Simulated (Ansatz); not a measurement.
This guess for TaTe₂H is about to be relaxed.

Space group Cmcm (No. 63). a = 4.458 Å, b = 11.159 Å, c = 7.262 Å, α = 90.00°, β = 90.00°, γ = 90.00°
| atom | site | symmetry | x | y | z |
| --- | --- | --- | --- | --- | --- |
| Ta | 4c | m2m | 0.5000 | 0.0688 | 0.2500 |
| Te | 8f | m.. | 0.5000 | 0.3512 | 0.4449 |
| H | 4c | m2m | 0.0000 | 0.2882 | 0.2500 |

Method: Ansatz 0.2.0, DFT PBE, scalar-relativistic, plane waves, PAW. Cutoff 420 eV, Gaussian smearing, Γ-centred meshes. Cell and atoms relax first on a coarse mesh and then on a finer one. In between, the cell is made exact in the group found at 0.06 Å. In metals the finer mesh still leaves noise of several meV/atom or more. The steps can't lower the symmetry of their start. No spin polarisation.

A guess keeps its type if space group and coordination stay and the shape of the cell changes little (axis ratios within about 15 %, angles within 6°); the volume may change.

Problem. Will the relaxed cell still be of the starting type?

Solution. It doesn't keep its type. The symmetry stays Cmcm (No. 63). The volume per atom stays near 22.6 Å³. The shortest distance goes from 2.71 Å (Te–H) to 1.79 Å (Ta–H). Counting neighbours within 15 % of an atom's shortest distance, the start has H 6, Ta 13, Te 4 and the end H 1, Ta 1, Te 2. In detail, at the end around Ta lie 1 H at 1.79 Å and 8 Te at 2.95–2.98 Å; Te has 2 H at 2.54 Å and 4 Ta at 2.95–2.98 Å; around H lie 1 Ta at 1.79 Å and 4 Te at 2.54 Å.

```cif
data_structure
_symmetry_space_group_name_H-M 'Cmcm'
_symmetry_Int_Tables_number 63
_cell_length_a 3.4715
_cell_length_b 14.9967
_cell_length_c 6.9607
_cell_angle_alpha 90.000
_cell_angle_beta 90.000
_cell_angle_gamma 90.000
_cell_volume 362.38
loop_
_atom_site_label
_atom_site_type_symbol
_atom_site_symmetry_multiplicity
_atom_site_Wyckoff_symbol
_atom_site_fract_x
_atom_site_fract_y
_atom_site_fract_z
_atom_site_occupancy
Ta1 Ta 4 c 0.50000 0.99499 0.75000 1
Te1 Te 8 f 0.00000 0.88946 0.01452 1
H1 H 4 c 0.50000 0.87571 0.75000 1
```

The last run used a 12×12×6 mesh (in the run's order of axes) for its 8-atom cell and Gaussian smearing of 0.10 eV. No dispersion correction is applied, so the spacing and binding between layers, chains or molecules are poorly described. Spin–orbit coupling, which can matter for Ta and Te, is left out. Symmetry constrained the relaxation, so the result can be a saddle point.
